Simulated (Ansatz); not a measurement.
Si:
```cif
data_Si2
_chemical_formula_sum 'Si2'
_space_group_name_H-M_alt 'P 1'
_space_group_IT_number 1
_cell_length_a 3.83371
_cell_length_b 3.83371
_cell_length_c 3.83371
_cell_angle_alpha 60.000
_cell_angle_beta 60.000
_cell_angle_gamma 60.000
loop_
_space_group_symop_operation_xyz
  'x, y, z'
loop_
_atom_site_label
_atom_site_type_symbol
_atom_site_fract_x
_atom_site_fract_y
_atom_site_fract_z
_atom_site_occupancy
Si1 Si 0.50000 0.50000 0.50000 1
Si2 Si 0.75000 0.75000 0.75000 1
```

Relaxed with PBE+D3(BJ) (plane waves, PAW; program Ansatz). Indices refer to the conventional cell of Fd-3m, a = b = c = 5.4217 Å, α = β = γ = 90.00°.

Simulate the powder diffraction pattern (Ag Kα, λ = 0.560885 Å; lines above 1 %) up to 2θ = 30°.

Simulated powder pattern, Ag Kα, λ = 0.560885 Å (kinematic, ideal powder, no thermal factors, no anomalous dispersion; the 30 strongest lines at most, above 1 %, up to 2θ = 30°):

```
2θ (°)  d (Å)  I/Imax (%)    hkl
------  -----  ----------  -----
10.28   3.130         100  (111)
16.83   1.917          75  (220)
19.76   1.635          48  (311)
23.88   1.355          14  (400)
26.06   1.244          21  (331)
29.36   1.107          28  (422)
```

Symmetry was held in the PBE+D3(BJ) relaxation.

Potentials: the later of the program's two PAW sets.
